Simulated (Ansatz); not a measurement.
The elements of this relaxed trial crystal are hidden behind letters.

```
lattice vectors (Å)
   2.8143   -5.6171    0.0000
   2.8143    5.6171    0.0000
   0.0000    0.0000    3.7510
fractional positions
X 0.5000 0.5000 0.5000
Z 0.8708 0.6384 0.0000
Z 0.1292 0.3616 0.0000
Z 0.6384 0.8708 0.0000
Z 0.3616 0.1292 0.0000
Z 0.7415 0.2585 0.5000
Z 0.2585 0.7415 0.5000
```

Method: DFT PBE, scalar-relativistic, plane waves, PAW in Ansatz. Cutoff 420 eV, Γ-centred 8×8×10 mesh (7-atom cell), Gaussian smearing of 0.10 eV, no spin polarisation.

* Space group: Cmmm (No. 65)
* Conventional cell: a = 5.629 Å, b = 11.234 Å, c = 3.751 Å
* Volume per atom: 16.94 Å³
* Density: 2.39 g/cm³
* Energy over the elements: +0.18 eV/atom
* Gap on the 8×8×10 mesh of the 7-atom cell: 0 eV (a metal)

Energies are uncorrected and count from the elements' standard states at the same level.

**Question.** X is an s-block element of period 2 and Z is a p-block element of period 3. Which elements are they?

**Answer.** X = Be, Z = Al, so the formula is BeAl6. Density times volume gives a mean mass of 2.39 × 16.94/1.6605 = 24.4 u per atom, and this set has 24.4 u. Among the elements that the hints allow, noble gases aside, only these give it. Be is surrounded by 10 Al at 2.70–2.71 Å; Al on a site of symmetry m has 8 Al at 2.61–3.01 Å and 2 Be at 2.70 Å; Al on a site of symmetry m2m is surrounded by 1 Be at 2.71 Å and 10 Al at 2.75–2.83 Å.

A structure relaxed within its symmetry needn't be a true minimum.
